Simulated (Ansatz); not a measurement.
A relaxed cell of Ni (Fm-3m (No. 225)), relaxed on a k-mesh at least as fine as the one used below. All values below come from PBE (plane waves to 420 eV, PAW, scalar-relativistic; Ansatz, a program for electronic structure). Γ-centred k-mesh 16×16×8 on the run's cell (coarser than for final values), Fermi–Dirac smearing 0.05 eV.

```xyz
2
Lattice="0.0000 1.7594 1.7594 1.7594 0.0000 1.7594 3.5188 3.5188 0.0000" Properties=species:S:1:pos:R:3 pbc="T T T"
Ni     1.7594     1.7594     1.7594
Ni     3.5188     3.5188     1.7594
```
Spin-polarised start, with parallel moments on Ni.

The atoms are displaced by (Å):

```tsv
atom	ux	uy	uz
Ni1	0.007	-0.234	-0.014
Ni2	-0.060	-0.123	0.165
```

Question: What forces (eV/Å) and pressure result?

Answer: 
```tsv
atom	Fx	Fy	Fz
Ni1	-0.53	-0.07	0.76
Ni2	0.53	0.07	-0.76
```

Pressure +1.6 GPa.

Question: Estimate the energy cost of the displacement in the harmonic approximation and compare with the calculation.

Answer: For a harmonic well ΔE = −½ Σ F·u = 0.081 eV a cell, or 41 meV/atom. The calculated energy relative to the undisplaced cell is +0.04 eV/atom, so the harmonic estimate holds well.

Spin state reached: ferromagnetic (net 0.63 μB/atom), from parallel starting moments; other spin orders were not run from this start.

The run that gave the undisplaced cell could not lose the symmetry of its start; a randomly shaken copy of 2 atoms returns to this structure.
